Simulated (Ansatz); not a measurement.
A relaxation computed with Ansatz, from input to last step.

```yaml
crystal:
  lattice:
    - [5.0970307136, 0.0, 0.0]
    - [0.0, 5.0970307136, 0.0]
    - [0.0, 0.0, 5.0970307136]
  atoms:
    - { symbol: Bi, position: [0.0, 0.0, 0.0] }
    - { symbol: Te, position: [0.0, 0.5, 0.5] }
    - { symbol: Te, position: [0.5, 0.0, 0.5] }
    - { symbol: Te, position: [0.5, 0.5, 0.0] }
basis:
  ecutwfc: 420
kpoints:
  mp_grid: { grid: [4, 4, 4] }
hamiltonian:
  xc: pbe
scf:
  occupations: { method: gaussian, width: 0.1 }
  lower_state_search: "off"
output:
  forces: true
  stress: true
  eigenvalues: true
relax:
  adjacent_minimum: "off"
  f_tol: 0.04
  max_steps: 70
  cell: { stress_tol: 0.4 }
```

```bash
ansatz run input.yaml --threads 1 --pin off --max-ram 2560MiB --backend cpu --events-out ev --progress --plain --runs-dir out
```

Level of theory: DFT PBE, scalar-relativistic, plane waves, PAW in Ansatz 0.2.0.

Of 4 frames 4 are shown, positions in Å and forces in eV/Å; the SCF threshold varies from step to step. Steps run on the plane waves of an earlier cell, with a Pulay correction in the pressure. The basis is chosen afresh for the last frame, the zero of the energies, and at times for earlier ones too; energy and pressure step there, also at an unchanged geometry.

```xyz
4
Lattice="5.0970 0.0000 0.0000 0.0000 5.0970 0.0000 0.0000 0.0000 5.0970" Properties=species:S:1:pos:R:3:forces:R:3 pbc="T T T" step=1 free_energy_over_end_meV_per_atom=54.57 pressure_GPa=-4.39
Bi    0.0000    0.0000    0.0000    0.0000    0.0000    0.0000
Te    0.0000    2.5485    2.5485    0.0000    0.0000    0.0000
Te    2.5485    0.0000    2.5485    0.0000    0.0000    0.0000
Te    2.5485    2.5485    0.0000    0.0000    0.0000    0.0000
4
Lattice="4.8923 0.0000 0.0000 0.0000 4.8923 0.0000 0.0000 0.0000 4.8923" Properties=species:S:1:pos:R:3:forces:R:3 pbc="T T T" step=2 free_energy_over_end_meV_per_atom=-0.31 pressure_GPa=0.44
Bi    0.0000    0.0000    0.0000    0.0000    0.0000    0.0000
Te    0.0000    2.4462    2.4462    0.0000    0.0000    0.0000
Te    2.4462    0.0000    2.4462    0.0000    0.0000    0.0000
Te    2.4462    2.4462    0.0000    0.0000    0.0000    0.0000
4
Lattice="4.9097 0.0000 0.0000 0.0000 4.9097 0.0000 0.0000 0.0000 4.9097" Properties=species:S:1:pos:R:3:forces:R:3 pbc="T T T" step=3 free_energy_over_end_meV_per_atom=-0.58 pressure_GPa=-0.10
Bi    0.0000    0.0000    0.0000    0.0000    0.0000    0.0000
Te    0.0000    2.4549    2.4549    0.0000    0.0000    0.0000
Te    2.4549    0.0000    2.4549    0.0000    0.0000    0.0000
Te    2.4549    2.4549    0.0000    0.0000    0.0000    0.0000
4
Lattice="4.9097 0.0000 0.0000 0.0000 4.9097 0.0000 0.0000 0.0000 4.9097" Properties=species:S:1:pos:R:3:forces:R:3 pbc="T T T" step=4 free_energy_over_end_meV_per_atom=0.00 pressure_GPa=-0.10
Bi    0.0000    0.0000    0.0000    0.0000    0.0000    0.0000
Te    0.0000    2.4549    2.4549    0.0000    0.0000    0.0000
Te    2.4549    0.0000    2.4549    0.0000    0.0000    0.0000
Te    2.4549    2.4549    0.0000    0.0000    0.0000    0.0000
```

The start puts this composition into another compound's structure type, which needn't suit it. At the end the space group is Pm-3m (tolerance 0.05 Å).

Time: 9.1 s on 1 thread of Intel(R) Xeon(R) Platinum 8488C (Sapphire Rapids) (shared host), peak memory 0.46 GiB.

The k mesh is coarse. Spin–orbit coupling is left out, which can shift energies with elements as heavy as these.